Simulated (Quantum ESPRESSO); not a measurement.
Space group Fm-3m (No. 225); a = b = c = 6.008 Å, α = β = γ = 90.00°

```
atom  site  symmetry       x       y       z
----  ----  --------  ------  ------  ------
H       4a      m-3m  0.0000  0.0000  0.0000
Rb      4b      m-3m  0.5000  0.5000  0.5000
```
(The calculation used a cell of 2 atoms; values per cell refer to that cell.)

The geometry is that of Materials Project entry mp-24721, symmetrised and not relaxed again.

Q: What does norm-conserving PBEsol (Quantum ESPRESSO, 72 Ry, without SOC) give for the electronic structure near the Fermi level?

A: The PBEsol gap is direct, 2.72 eV at L.
